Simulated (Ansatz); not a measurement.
TePb (rock salt, space group No. 225) at seven volumes, the program Ansatz at the PBE level (PAW), scaled uniformly. One row is withheld.

```tsv
V (Å³/atom)	P (GPa)
32.243	4.50
33.306	2.74
34.369	1.26
35.432	0.00
36.495	-1.06
37.558	?
38.621	-2.73
```

### Question
Fit the shown pressures and predict the withheld one.

### Answer
Third-order Birch–Murnaghan: P = (3/2)B₀(x^(7/2) − x^(5/2))[1 + (3/4)(B′ − 4)(x − 1)] with x = (V₀/V)^(2/3). Least squares on the six rows gives V₀ = 35.434 Å³/atom, B₀ = 38.48 GPa, B′ = 4.53. At V = 37.558, x = 0.9619 and P = -1.96 GPa. The run itself gave -1.97 GPa.

Space group Fm-3m (rock salt). The PBE relaxation kept the symmetry of its start. Scalar-relativistic: spin–orbit coupling is off unless named, which matters more the heavier the elements.

Potentials: the earlier of the program's two PAW sets.
